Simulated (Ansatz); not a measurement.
# GdCd (Pm-3m): parallel moments

Theory: DFT, PBEsol, all-electron LAPW, scalar-relativistic in Ansatz 0.2.0.

Command: `ansatz run input.yaml --threads 2 --pin off --max-ram 6144MiB --backend cpu --events-out ev --progress --plain --runs-dir out`

```yaml
crystal:
  lattice:
    - [3.75958674, 3.75958674, 0.0]
    - [3.75958674, 0.0, 3.75958674]
    - [3.75958674, 0.0, -3.75958674]
  atoms:
    - { symbol: Gd, position: [0.5, 0.25, 0.75], spin: 7.0 }
    - { symbol: Gd, position: [0.5, 0.75, 0.25], spin: 7.0 }
    - { symbol: Cd, position: [0.0, 0.0, 0.0] }
    - { symbol: Cd, position: [0.0, 0.5, 0.5] }
magnetization:
  spin_polarized: true
kpoints:
  mp_grid: { grid: [7, 7, 7] }
scf:
  occupations: { method: fermi_dirac, width: 0.05 }
hamiltonian:
  xc: pbesol
  pseudopotentials: { kind: all_electron, lapw: { basis_error: 0.0005 } }
output:
  forces: true
  stress: true
  eigenvalues: true
  populations: true
```

Log:

```
Gd: projections on atomic orbitals take those of the free atom 1s2 2s2 2p6 3s2 3p6 3d10 4s2 4p6 4d10 4f7 5s2 5p6 5d1 6s2, of charge +0.00 (hamiltonian.pseudopotentials.projection_atoms)
Cd: projections on atomic orbitals take those of the free atom 1s2 2s2 2p6 3s2 3p6 3d10 4s2 4p6 4d10 5s2, of charge +0.00 (hamiltonian.pseudopotentials.projection_atoms)
LAPW: plane waves up to 7.313 Å⁻¹, error target 5.0e-4 eV per atom; small_component_spin mean_spin; Cd in spheres of 1.598 Å, 20 of its electrons in bands, Dirac shells []; Gd in spheres of 1.658 Å, 34 of its electrons in bands, Dirac shells [] (how accurate: hamiltonian.pseudopotentials.lapw.basis_error, Limitations)
Engine: ansatz 0.2.0
Pseudopotentials: kind: all_electron
Pseudopotential: Gd, LAPW, valence charge 34, lapw/all_electron/scalar/gaussian/Gd, Koelling and Harmon's equation, gaussian nucleus
Pseudopotential: Cd, LAPW, valence charge 20, lapw/all_electron/scalar/gaussian/Cd, Koelling and Harmon's equation, gaussian nucleus
Functional definition: PBEsol
  exchange = pbesol_x
  correlation = pbesol_c
Crystal: 4 atoms, lattice volume = 106.280 Å³
Basis set: ecut = 203.7459433972573 eV, 725 PW (Γ), exchange–correlation at level 2
Bands: 74, of which v1, the nominal top of the filled ones, is band 54 counted from 1 (53 counted from 0)
Symmetry: 96 space group operations
Space group: Pm-3m (ITA 221), of the structure as read, at distance tolerance 4.7e-5 Å
Magnetic group: BNS 221.92 (UNI 1594), of the structure as read, at distance tolerance 4.7e-5 Å
k-points: 20 of 343
Non-local potential: Gd, projectors of the file, none
Non-local potential: Cd, projectors of the file, none
Initial density: superposition of atomic densities (chi_scale 0.1, normalization cell)
Starting moments: Σ|m| = 14 μB on 2 of 4 sites
Initial wavefunctions: plane waves of lowest kinetic energy (no species holds an atomic orbital)
Functional: x = pbesol(κ = 0.804, μ = 0.12345679012345678), c = pbesol(β = 0.046)
iter 1 solved again at ethr=1.42e-4 eV; its pass at ethr=1.00e-1 eV (dr2=1.53e-1 eV) is discarded
SCF iter   1: F=—  HF=-917509.826632 eV  |F-HF|=—  |Δ(HF+E_count)|=         —  Δρ=8.61e-3 (↑8.61e-3 ↓7.73e-3)  dr2=1.54e-1  dr2_m=3.56e-2  M=15.053 μB ∫|m|=15.054 μB  β_m=0.30  ethr=1.42e-4  ⟨swp⟩=3.0  Hψ=18280  notcnv=0
Mixer restart at iter 1: flushing history
preconditioner: auto → Kerker (q_TF=auto, 2.736 Å⁻¹)  [metal: Δε(μ)=0.021 eV  Ē_g=11.711 eV  σ=0.050 eV  W_gap=0.10  n_scr=26 (ndim 8)  ℏωp=27.0 eV  f_vac=0.000  D(μ)=4.95/eV (n_scr^D=58)]
spin=Collinear: Kerker preconditioning applied to the charge; magnetization (m = ρ↑ − ρ↓) channel mixes plain (no charge-response kernel on spin).
SCF iter   2: F=—  HF=-917509.399517 eV  |F-HF|=—  |Δ(HF+E_count)|=   4.27e-1  Δρ=5.93e-3 (↑5.31e-3 ↓5.93e-3)  dr2=5.02e-2  dr2_m=1.92e-2  M=15.107 μB ∫|m|=15.108 μB  β_m=0.37  ethr=1.42e-4  ⟨swp⟩=2.1  Hψ=9195  notcnv=0
SCF iter   3: F=—  HF=-917509.495051 eV  |F-HF|=—  |Δ(HF+E_count)|=   9.55e-2  Δρ=3.75e-3 (↑3.38e-3 ↓3.75e-3)  dr2=2.39e-2  dr2_m=7.50e-3  M=15.187 μB ∫|m|=15.189 μB  β_m=0.50  ethr=4.65e-5  ⟨swp⟩=2.6  Hψ=8905  notcnv=0
SCF iter   4: F=—  HF=-917509.620901 eV  |F-HF|=—  |Δ(HF+E_count)|=         —  Δρ=1.34e-3 (↑1.34e-3 ↓1.33e-3)  dr2=6.88e-3  dr2_m=5.87e-4  M=15.262 μB ∫|m|=15.265 μB  β_m=0.50  ethr=2.22e-5  ⟨swp⟩=3.0  Hψ=8958  notcnv=0
the basis was enlarged: its passes take 213.6 KiB over the memory plan, 2 of 2 planned eigensolver slots
SCF iter   5: F=—  HF=-917509.630848 eV  |F-HF|=—  |Δ(HF+E_count)|=   9.95e-3  Δρ=1.02e-3 (↑1.02e-3 ↓9.79e-4)  dr2=4.12e-3  dr2_m=2.78e-4  M=15.257 μB ∫|m|=15.261 μB  β_m=0.75  ethr=6.37e-6  ⟨swp⟩=2.5  Hψ=8500  notcnv=0
iter 6 solved again at ethr=3.46e-7 eV; its pass at ethr=3.81e-6 eV (dr2=3.74e-4 eV) is discarded
SCF iter   6: F=—  HF=-917509.664486 eV  |F-HF|=—  |Δ(HF+E_count)|=   3.36e-2  Δρ=2.82e-4 (↑2.82e-4 ↓2.50e-4)  dr2=3.76e-4  dr2_m=5.72e-6  M=15.227 μB ∫|m|=15.232 μB  β_m=0.80  ethr=3.46e-7  ⟨swp⟩=2.3  Hψ=14467  notcnv=0
SCF iter   7: F=—  HF=-917509.667151 eV  |F-HF|=—  |Δ(HF+E_count)|=   2.67e-3  Δρ=1.72e-4 (↑1.72e-4 ↓1.47e-4)  dr2=2.62e-5  dr2_m=1.93e-5  M=15.194 μB ∫|m|=15.200 μB  β_m=0.90  ethr=3.46e-7  ⟨swp⟩=2.6  Hψ=8563  notcnv=0
SCF iter   8: F=—  HF=-917509.667998 eV  |F-HF|=—  |Δ(HF+E_count)|=   8.46e-4  Δρ=8.49e-5 (↑8.49e-5 ↓4.95e-5)  dr2=2.35e-5  dr2_m=1.88e-6  M=15.159 μB ∫|m|=15.165 μB  β_m=0.95  ethr=2.43e-8  ⟨swp⟩=3.1  Hψ=9018  notcnv=0
SCF iter   9: F=—  HF=-917509.668041 eV  |F-HF|=—  |Δ(HF+E_count)|=   4.31e-5  Δρ=3.39e-5 (↑2.73e-5 ↓3.39e-5)  dr2=8.60e-6  dr2_m=2.84e-8  M=15.148 μB ∫|m|=15.154 μB  β_m=0.98  ethr=2.18e-8  ⟨swp⟩=3.0  Hψ=8667  notcnv=0
SCF iter  10: F=—  HF=-917509.668040 eV  |F-HF|=—  |Δ(HF+E_count)|=   3.84e-7  Δρ=1.49e-5 (↑1.49e-5 ↓1.27e-5)  dr2=1.52e-6  dr2_m=2.23e-8  M=15.149 μB ∫|m|=15.155 μB  β_m=0.99  ethr=7.96e-9  ⟨swp⟩=2.6  Hψ=8577  notcnv=0
SCF iter  11: F=—  HF=-917509.668041 eV  |F-HF|=—  |Δ(HF+E_count)|=   1.15e-6  Δρ=1.05e-5 (↑7.94e-6 ↓1.05e-5)  dr2=8.35e-7  dr2_m=9.77e-9  M=15.147 μB ∫|m|=15.153 μB  β_m=0.77  ethr=1.41e-9  ⟨swp⟩=2.0  Hψ=8535  notcnv=0
SCF iter  12: F=—  HF=-917509.668041 eV  |F-HF|=—  |Δ(HF+E_count)|=   5.49e-7  Δρ=2.89e-6 (↑2.89e-6 ↓2.74e-6)  dr2=3.21e-8  dr2_m=1.09e-9  M=15.148 μB ∫|m|=15.154 μB  β_m=0.89  ethr=7.73e-10  ⟨swp⟩=2.1  Hψ=8541  notcnv=0
SCF iter  13: F=—  HF=-917509.668041 eV  |F-HF|=—  |Δ(HF+E_count)|=   2.41e-8  Δρ=1.54e-6 (↑1.40e-6 ↓1.54e-6)  dr2=1.44e-9  dr2_m=1.80e-9  M=15.148 μB ∫|m|=15.154 μB  β_m=0.94  ethr=2.97e-11  ⟨swp⟩=2.8  Hψ=8656  notcnv=0
SCF iter  14: F=-917509.668041 eV  HF=-917509.668041 eV  |F-HF|=1.16e-9  |Δ(HF+E_count)|=   3.14e-9  Δρ=2.91e-7 (↑2.91e-7 ↓2.68e-7)  dr2=9.13e-11  dr2_m=6.08e-11  M=15.148 μB ∫|m|=15.154 μB  ethr=1.25e-11 (applied; sched 1.33e-12)  ⟨swp⟩=2.4  Hψ=8557  notcnv=0
SCF 1 converged in 14 iterations: F = -917509.668041 eV  dr2 = 9.13e-11
SCF converged after 14 iterations
Magnetization: 15.1484 μB (61.5742 up, 46.4258 down)
Absolute magnetization: 15.1542 μB (∫|ρ↑−ρ↓|)
Spin contamination: 0.0340 ħ² per cell (⟨S²⟩ above its minimum at these occupations)
Per-site moments (μB) at R_I (Å): [(7.2831887977539225, 1.6580797974463501), (7.2831887977539225, 1.6580797974463501), (0.07232170407006677, 1.5978177786081162), (0.07232170407006677, 1.5978177786081162)]
Free energy (F): -917509.668041 eV
Harris-Foulkes:  -917509.668041 eV  (|F-HF|=1.16e-9)
Internal energy: -917509.629207 eV  (E = F + TS)
E sigma→0 (E₀):  -917509.648624 eV
Entropy (-TS):   -0.038834 eV (-9.709 meV/atom)
Fermi energy:    15.050647 eV
--- Per-component energies (eV) ---
  E_band       = -6267.458484
  E_kinetic    = 985243.384161
  E_xc         = -21675.507837
  E_electrostatic = -1881077.505530  (all electrons and nuclei)
  E_smearing   = -0.038834  (= −TS)
  E_closure    = 0.000000  (closes the sum)
  E_atoms      = -917476.957882  (free atoms, spherical and without spin; not in F)
  Σ components = -917509.668041   (vs F -917509.668041, Δ=0.00e0)
  Basis errors (estimates in eV, not in F): energy 1.5e-4 per atom: plane waves 1.1e-4 (5.7e-5 summed), levels above the bands 4.4e-69, relativity 1.1e-7, radial functions 4.0e-5, core shells 3.6e-8; eigenvalues (radial functions only) 1.2e-6; not estimated: angular momenta, meshes, grids; target (lapw.basis_error) 5.0e-4; muffin-tin radii Cd 1.598 Å, Gd 1.658 Å
--- Forces (eV/Å), atoms counted from 1 ---
  atom   1  Gd     0.00000000     0.00000000     0.00000000
  atom   2  Gd     0.00000000     0.00000000     0.00000000
  atom   3  Cd     0.00000000    -0.00000000    -0.00000000
  atom   4  Cd     0.00000000    -0.00000000    -0.00000000
  max |Σ_I F_I| component: 5.15e-30 eV/Å
--- Stress (GPa, compression-positive) ---
       -1.955312      -0.000000       0.000000
       -0.000000      -1.955312       0.000000
        0.000000       0.000000      -1.955312
  P = ⅓ Tr σ = -1.9553 GPa (-19.553 kbar)
--- Band table (eV; the first three rows and the last of 40) ---
  k-point 0 ↑: bands = ["-256.5626", "-256.5626", "-256.5626", "-256.5626", "-256.5626", "-256.5626", "-128.2906", "-128.2906", "-128.2906", "-128.2906", "-128.2733", "-128.2733", "-128.2733", "-128.2733", "-128.2733", "-128.2733", "-87.4037", "-87.4036", "-48.4732", "-48.4732", "-48.4732", "-48.4721", "-48.4721", "-48.4721", "-30.1893", "-30.1526", "-7.7158", "-7.7158", "-7.7158", "-7.5087", "-7. …
  k-point 1 ↑: bands = ["-256.5626", "-256.5626", "-256.5626", "-256.5626", "-256.5626", "-256.5626", "-128.2906", "-128.2906", "-128.2906", "-128.2906", "-128.2733", "-128.2733", "-128.2733", "-128.2733", "-128.2733", "-128.2733", "-87.4037", "-87.4036", "-48.4732", "-48.4732", "-48.4732", "-48.4722", "-48.4722", "-48.4722", "-30.1875", "-30.1544", "-7.7065", "-7.7061", "-7.7061", "-7.5228", "-7. …
  k-point 2 ↑: bands = ["-256.5626", "-256.5626", "-256.5626", "-256.5626", "-256.5626", "-256.5626", "-128.2906", "-128.2906", "-128.2906", "-128.2906", "-128.2733", "-128.2733", "-128.2733", "-128.2733", "-128.2733", "-128.2733", "-87.4037", "-87.4036", "-48.4730", "-48.4730", "-48.4730", "-48.4723", "-48.4723", "-48.4723", "-30.1823", "-30.1594", "-7.6813", "-7.6785", "-7.6785", "-7.5587", "-7. …
  k-point 19 ↓: bands = ["-250.6634", "-250.6634", "-250.6634", "-250.6634", "-250.6634", "-250.6634", "-122.4474", "-122.4474", "-122.4474", "-122.4474", "-122.4474", "-122.4474", "-122.4414", "-122.4414", "-122.4414", "-122.4414", "-87.3901", "-87.3901", "-48.4610", "-48.4610", "-48.4607", "-48.4600", "-48.4597", "-48.4597", "-27.0281", "-27.0170", "-5.4512", "-5.4278", "-5.3599", "-5.1697", "-5 …
--- Löwdin populations: 4 sites ---
  site symbol       q [e]    m [muB]
     0     Gd     64.5546     7.5260
     1     Gd     64.5546     7.5260
     2     Cd     47.0356    -0.0185
     3     Cd     47.0356    -0.0185
  spilling = 0.003659 (of n_electrons = 224.000000)
```

populations.tsv:

```
# site	symbol	l	j	q_up	q_dn
# orbitals = lowdin
# n_electrons = 224.000000
# spilling = 0.003659
# projection_atom_Gd: 1s2 2s2 2p6 3s2 3p6 3d10 4s2 4p6 4d10 4f7 5s2 5p6 5d1 6s2
# projection_atom_Cd: 1s2 2s2 2p6 3s2 3p6 3d10 4s2 4p6 4d10 5s2
0	Gd	0_1S	-	1.000000	1.000000
0	Gd	0_2S	-	0.999995	0.999995
0	Gd	0_3S	-	0.999931	0.999929
0	Gd	0_4S	-	0.999247	0.999241
0	Gd	0_5S	-	0.987108	0.988896
0	Gd	0_6S	-	0.472586	0.454121
0	Gd	1_2P	-	3.000000	3.000000
0	Gd	1_3P	-	2.999997	2.999999
0	Gd	1_4P	-	2.999962	2.999949
0	Gd	1_5P	-	2.994552	2.986770
0	Gd	2_3D	-	4.999997	4.999999
0	Gd	2_4D	-	4.999981	4.999941
0	Gd	2_5D	-	1.591855	0.955088
0	Gd	3_4F	-	6.995101	0.130339
1	Gd	0_1S	-	1.000000	1.000000
1	Gd	0_2S	-	0.999995	0.999995
1	Gd	0_3S	-	0.999931	0.999929
1	Gd	0_4S	-	0.999247	0.999241
1	Gd	0_5S	-	0.987108	0.988896
1	Gd	0_6S	-	0.472586	0.454121
1	Gd	1_2P	-	3.000000	3.000000
1	Gd	1_3P	-	2.999997	2.999999
1	Gd	1_4P	-	2.999962	2.999949
1	Gd	1_5P	-	2.994552	2.986770
1	Gd	2_3D	-	4.999997	4.999999
1	Gd	2_4D	-	4.999981	4.999941
1	Gd	2_5D	-	1.591855	0.955088
1	Gd	3_4F	-	6.995101	0.130339
2	Cd	0_1S	-	0.999999	0.999999
2	Cd	0_2S	-	0.999956	0.999954
2	Cd	0_3S	-	0.999316	0.999279
2	Cd	0_4S	-	0.990261	0.989746
2	Cd	0_5S	-	0.555645	0.580993
2	Cd	1_2P	-	3.000000	3.000000
2	Cd	1_3P	-	2.999985	2.999981
2	Cd	1_4P	-	2.998361	2.997735
2	Cd	2_3D	-	4.999998	4.999998
2	Cd	2_4D	-	4.965050	4.959372
3	Cd	0_1S	-	0.999999	0.999999
[...]
```

Site moments (μB): Gd1 7.28, Gd2 7.28, Cd3 0.07, Cd4 0.07. Cell moment 15.15 μB.

The magnetic group in the log treats spin as a scalar label, without spin–orbit coupling.

Without U a semilocal functional puts the f levels too near the Fermi level, which can change moments and the order of magnetic states; site and cell moments are spin moments. Spin–orbit coupling is left out although heavy atoms are present. With open f shells a run can end in a state that isn't the lowest. The magnetic state is the one that this cell and start allow. It needn't be the compound's measured order, which may need a larger cell or be absent.

It took 31 s on 2 threads of Intel(R) Xeon(R) 6975P-C (Granite Rapids), on a shared host, peak memory 0.77 GiB.
